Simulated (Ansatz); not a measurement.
The elements of this relaxed trial crystal are hidden behind letters.

```
lattice vectors (Å)
   4.3773    0.0000    0.0000
  -2.1886    3.7908    0.0000
   0.0000    0.0000    4.9385
fractional positions
X 0.3333 0.6667 0.5000
X 0.6667 0.3333 0.5000
Z 0.0000 0.6667 0.0000
Z 0.6667 0.0000 0.0000
Z 0.3333 0.3333 0.0000
Z 0.6667 0.6667 0.0000
Z 0.3333 0.0000 0.0000
Z 0.0000 0.3333 0.0000
```

Computed with DFT PBE, scalar-relativistic, plane waves, PAW (Ansatz). Settings of the last relaxation (8-atom cell): 420 eV, 12×12×8 k points, Gaussian smearing of 0.10 eV, no spin polarisation.

```
Space group                                : P6/mmm (No. 191)
Conventional cell                          : a = 4.377 Å, c = 4.939 Å
Volume per atom                            : 10.24 Å³
Density                                    : 2.39 g/cm³
Formation energy                           : +0.25 eV/atom
Gap on the 12×12×8 mesh of the 8-atom cell : 0 eV (a metal)
```

Energies are uncorrected and count from the elements' standard states at the same level.

Q: X is an s-block element of period 3 and Z is a p-block element of period 2. Which elements are they?

A: X = Na, Z = C, so the formula is NaC3. Density times volume gives a mean mass of 2.39 × 10.24/1.6605 = 14.7 u per atom, and this set has 14.8 u. Among the elements that the hints allow, noble gases aside, only these give it. Around Na lie 3 Na at 2.53 Å and 12 C at 2.87 Å; C is surrounded by 3 C at 1.46 Å, 6 C at 2.53 Å and 4 Na at 2.87 Å.

A structure relaxed within its symmetry needn't be a true minimum.
